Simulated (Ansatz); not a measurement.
Relaxed Rh (fcc, Cu type):

```
CELL_PARAMETERS angstrom
      3.83026     0.00000     0.00000
      0.00000     3.83026     0.00000
      0.00000     0.00000     3.83026
ATOMIC_POSITIONS crystal
  Rh 0.00000 0.00000 0.00000
  Rh 0.50000 0.50000 0.00000
  Rh 0.50000 0.00000 0.50000
  Rh 0.00000 0.50000 0.50000
```

In each cell atom 1 (Rh, nearest neighbour Rh at 2.708 Å; its periodic images, 3.8 Å or more away, move with it) moves by s·(1.000, 0.000, 0.000) (along Cartesian x), the rest being held.

Computed with PBE (plane waves to 420 eV, PAW, scalar-relativistic; Ansatz, a quantum-chemistry and plane-wave program). k mesh 10×10×10 (Γ-centred), Fermi-Dirac smearing 0.05 eV. With partly filled bands, energies and forces of such displacements shift with the k mesh and the smearing. F∥ is the force on the atom along that direction. Rh is run without spin polarisation. Rh was relaxed with its symmetry unable to fall. The PAW data are Ansatz's earlier set. 

```tsv
s (Å)	F∥ (eV/Å)
-0.270	3.063
-0.216	2.386
-0.162	1.766
-0.108	1.171
-0.054	0.585
0.000	0.000
0.054	-0.585
0.108	-1.171
0.162	-1.766
0.216	-2.386
0.270	-3.063
```

**Question.** What is the force constant k = d²E/ds² of this move at s = 0?

**Answer.** 10.8 eV/Å². The forces along the line at the two nearest points give (0.585 − (-0.585)) / (2·0.054) = 10.83 eV/Å²; the next pair corrects for the finite step.

(A displaced cell: forces are minus the slopes of the energy, force constants its curvatures, and phonons follow from these.)
